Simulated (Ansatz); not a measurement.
Li₂Si₂B, a known structure type with other elements, at an estimated volume

```xyz
5
Lattice="0.0000 3.6470 0.0000 3.6470 0.0000 0.0000 1.8235 1.8235 -4.5136" Properties=species:S:1:pos:R:3 pbc="T T T"
Si    1.8235    1.8235   -1.0472
Si    3.6470    3.6470   -3.4665
B     0.0000    0.0000    0.0000
Li    1.8235    3.6470   -2.2568
Li    3.6470    1.8235   -2.2568
```

Single point in Ansatz 0.2.0 with PBE, no spin polarisation. Cutoff 420 eV, PAW datasets, 10×10×10 Γ-centred k mesh, fermi-dirac filling (width 0.1 eV).

Q: What is the formation energy?

A: 1.22 eV an atom against the elements' usual phases (free molecules for gases, crystals otherwise, with no correction for O₂ or N₂), so at this geometry it isn't bound against them. Relaxing would lower it.

Q: Metal or insulator?

A: It is a metal, with about 2.2 states/eV a cell as the mean within 0.25 eV of the Fermi level, mostly Si p (61 %) and B p (19 %).

Q: Is the cell too large or too small?

A: The pressure is 20.4 GPa (compression positive), so with the atoms held at these fractions the cell would first expand; the forces are large, so a full relaxation may end otherwise. The principal stresses 9.7, 9.7, 41.8 GPa differ, so its shape would change too.

Q: Which atom feels the largest force, and which way?

A: The largest is on Si1 (and as large on other atoms): 1.16 eV/Å, components (0.00, 0.00, 1.16). It makes 0° with the line to a nearest neighbour, Si2 at 2.09 Å, pointing towards it.

Origin: a known structure type with other elements, at an estimated volume, so it need not be a known compound. Caveats: atoms or cell far from equilibrium.
